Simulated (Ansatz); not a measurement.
An Ansatz (a program for electronic structure) run. Input:

Ansatz 0.2 input:
```yaml
crystal:
  lattice:
    - [3.1432383245, 0.0, 0.0]
    - [-1.5716191623, 2.7221242392, 0.0]
    - [0.0, 0.0, 5.0923486558]
  atoms:
    - { symbol: Zr, position: [0.3333333333, 0.6666666667, 0.25] }
    - { symbol: Zr, position: [0.6666666667, 0.3333333333, 0.75] }
kpoints:
  mp_grid: { grid: [15, 15, 8] }
hamiltonian:
  xc: lda
  pseudopotentials: { azcp: { folder: ./paw }, kind: paw }
scf:
  occupations: { method: fermi_dirac, width: 0.1 }
phonons:
  method: dfpt
  response_accuracy: low
  eigenvectors: true
  rigid_motions: translations
```

Output (shortened):

```
Pseudopotential: Zr, paw, valence charge 12
Functional definition: SPW92
Crystal: 2 atoms, lattice volume = 43.572 Å³
Basis set: ecut = 420 eV, 845 PW (Γ), exchange–correlation on 48×48×72 points (8 copies of the dense FFT grid, shifted against one another)
Bands: 16, of which v1, the nominal top of the filled ones, is band 12 counted from 1 (11 counted from 0)
Symmetry: 24 space group operations
k-points: 320 of 1800 (irreducible under 4 space group operations, time reversal used)
SCF iter   1: F=—  HF=-8155.169278 eV  |F-HF|=—  |Δ(HF+E_count)|=         —  Δρ=2.82e-2  dr2=4.21e-1  ethr=3.10e-3  ⟨swp⟩=5.1  Hψ=48647  notcnv=0  defer=6
automatic band count: the SCF goes on with 20 bands, as 16 were too few: they end inside the smearing window of the response
preconditioner: auto → Kerker (q_TF=auto, 2.470 Å⁻¹)
SCF iter   2: F=—  HF=-8155.061326 eV  |F-HF|=—  |Δ(HF+E_count)|=   1.08e-1  Δρ=1.73e-2  dr2=1.55e-1  ethr=1.76e-3  ⟨swp⟩=2.0  Hψ=10840  notcnv=0  defer=160
SCF iter   3: F=—  HF=-8155.004176 eV  |F-HF|=—  |Δ(HF+E_count)|=   5.71e-2  Δρ=1.71e-3  dr2=7.90e-4  ethr=6.47e-4  ⟨swp⟩=3.0  Hψ=12358  notcnv=0  defer=160
SCF iter   4: F=—  HF=-8155.004132 eV  |F-HF|=—  |Δ(HF+E_count)|=   4.36e-5  Δρ=2.61e-4  dr2=1.49e-5  ethr=3.29e-6  ⟨swp⟩=2.2  Hψ=10008  notcnv=0  defer=160
SCF iter   5: F=—  HF=-8155.004134 eV  |F-HF|=—  |Δ(HF+E_count)|=   1.72e-6  Δρ=2.95e-5  dr2=2.11e-7  ethr=6.19e-8  ⟨swp⟩=1.1  Hψ=6371  notcnv=0  defer=160
SCF iter   6: F=—  HF=-8155.004134 eV  |F-HF|=—  |Δ(HF+E_count)|=   2.10e-7  Δρ=4.88e-6  dr2=7.72e-9  ethr=8.79e-10  ⟨swp⟩=2.4  Hψ=10247  notcnv=0  defer=160
SCF iter   7: F=—  HF=-8155.004134 eV  |F-HF|=—  |Δ(HF+E_count)|=  3.87e-10  Δρ=8.85e-7  dr2=3.07e-10  ethr=3.22e-11  ⟨swp⟩=2.3  Hψ=9180  notcnv=0  defer=160
SCF iter   8: F=-8155.004134 eV  HF=-8155.004134 eV  |F-HF|=0.00e0  |Δ(HF+E_count)|=  2.55e-11  Δρ=1.55e-7  dr2=9.15e-12  ethr=1.00e-12  ⟨swp⟩=6.5  Hψ=29845  notcnv=0
SCF 1 converged in 8 iterations: F = -8155.004134 eV  dr2 = 9.15e-12
DFPT response loops at Γ: preconditioner auto → Kerker (q_TF=auto, 2.470 Å⁻¹) (partly filled bands, converged f_vac=0.000) …
SCF converged after 8 iterations
Free energy (F): -8155.004134 eV
Harris-Foulkes:  -8155.004134 eV  (|F-HF|=0.00e0)
Internal energy: -8154.935224 eV  (E = F + TS)
E sigma→0 (E₀):  -8154.969679 eV
Entropy (-TS):   -0.068909 eV (-34.455 meV/atom)
Fermi energy:    14.774344 eV
--- Per-component energies (eV) ---
  E_band       = -171.112632
  E_kinetic    = 635.164752
  E_local      = -1155.193278  (includes V_loc(G=0)·N_el)
  E_nonlocal   = 159.245344
  E_hartree    = 375.156190
  E_xc         = -307.804128
  E_vxc        = -365.857001  (∫ρ·V_xc dr)
  E_paw        = -5718.004146  (= ΣΔE_a)
  E_vpaw       = -194.784846  (= ΣTr[D̂ρ^β])
  E_aug_tail   = -0.000048  (compensation charges beyond the density's cutoff)
  E_ewald      = -2144.240710
  E_core_change = 0.740800  (= ΣΔE_core)
  E_smearing   = -0.068909  (= −TS)
  E_closure    = 0.000000  (closes the sum)
  Σ components = -8155.004134   (vs F -8155.004134, Δ=0.00e0)
  [band-id]    e_kinetic+e_local+e_nonlocal+2·e_hartree+e_vxc+e_vpaw+e_augmentation_tail = -171.112699   (vs E_band -171.112632, Δ=-6.67e-5)
--- Band table (eV; the first three rows and the last of 320) ---
  k-point 0: bands = ["-33.7496", "-33.5558", "-12.4425", "-11.3665", "-11.3665", "-11.2248", "-11.2064", "-11.2064", "9.0546", "11.5846", "15.6693", "15.6788", "15.6788", "16.1875", "16.3939", "16.3939", "17.1606", "17.1606", "19.5699", "19.5699"]
  k-point 1: bands = ["-33.7424", "-33.5633", "-12.3995", "-11.3605", "-11.3605", "-11.2751", "-11.2126", "-11.2126", "9.1931", "11.5855", "15.5676", "15.6162", "15.6162", "15.9217", "16.2965", "16.2965", "17.3601", "17.3601", "19.6056", "19.6056"]
  k-point 2: bands = ["-33.7218", "-33.5847", "-12.2756", "-11.4161", "-11.3433", "-11.3433", "-11.2301", "-11.2301", "9.5874", "11.5388", "15.3019", "15.3454", "15.5235", "15.5235", "16.0639", "16.0639", "17.8449", "17.8449", "19.6187", "19.6187"]
  k-point 319: bands = ["-33.5392", "-33.5392", "-12.1988", "-12.1988", "-11.6961", "-11.6961", "-11.4407", "-11.4407", "12.4175", "12.4175", "14.1134", "14.1134", "14.8843", "14.8843", "16.7104", "16.7104", "19.9949", "19.9949", "21.0462", "21.0462"]
--- Phonons (Γ-DFPT): 2 representative perturbations + reference, on 320 of 1800 k-points (Σ response iterations 4) ---
  ASR residual: 1.018e-3 → 0.000e0 eV/Å²; symmetrization residual: 2.562e-10 eV/Å²
  ASR residual per site (eV/Å²): 1.02e-3 1.02e-3
  Γ frequencies (cm⁻¹): 0.00 0.00 0.00 52.29 52.29 171.60
  non-analytic LO–TO correction: not included (Born effective charges unavailable; polar crystals: no LO–TO splitting at Γ)
```

Cost: about 30 core-seconds (a rough figure) on shared cores.

Space group P6_3/mmc (hcp (Mg type)). The LDA relaxation kept the symmetry of its start; of distortions, only those at the zone centre were tested. The run is not spin-polarised. As this level gives no gap, phonon frequencies hold no LO–TO term and depend on the k-mesh and smearing (Fermi–Dirac, 0.1 eV here). Scalar-relativistic: spin–orbit coupling is off unless named, which matters more the heavier the elements.

Potentials: the earlier of the program's two PAW sets.

Ansatz is a plane-wave DFT program.
